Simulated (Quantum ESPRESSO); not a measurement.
# Kohn-Sham bands of Ge₂Mo (I4/mmm)

```
CELL_PARAMETERS angstrom
      0.00000    -3.32019     0.00000
      3.32019     0.00000     0.00000
     -1.66010     1.66010     4.09319
ATOMIC_POSITIONS crystal
  Ge 0.66167 0.66167 0.32334
  Ge 0.33833 0.33833 0.67666
  Mo 0.00000 0.00000 0.00000
```

Cell from Materials Project (mp-10201), symmetrised, no further relaxation. Not found in the COD (Crystallography Open Database) copy used, which has the formula in other groups; not checked further. Computed values, not measurements, from PBEsol: Quantum ESPRESSO (norm-conserving PseudoDojo potentials, cutoff 64 Ry, spinors with spin-orbit coupling) on a Γ-centred 6×6×6 mesh, then Wannier90. Density: 10×10×10 mesh, cold smearing 0.01 Ry.

Energies are relative to the Fermi level; weights are on the orthonormalised atomic waves of the pseudopotential files, averaged over the group. 42 electrons a cell are treated as valence.

| bands | from (eV) | to (eV) | filling | weight on atomic waves |
|---|---|---|---|---|
| 1–2 | -60.72 | -60.70 | filled | ? |
| 3–4 | -36.63 | -36.56 | filled | ? |
| 5–8 | -34.21 | -34.04 | filled | ? |
| 9–16 | -25.04 | -24.98 | filled | ? |
| 17–28 | -24.49 | -24.36 | filled | ? |

Question: Which atomic shells make up each group?

Answer: 
- 1–2, weight on atomic waves: Mo 4s 94 %, Ge 4p 4 %
- 3–4, weight on atomic waves: Mo 4p 98 %
- 5–8, weight on atomic waves: Mo 4p 98 %
- 9–16, weight on atomic waves: Ge 3d 100 %
- 17–28, weight on atomic waves: Ge 3d 100 %

No gap over 0.05 eV opens at the Fermi level at this level of theory.
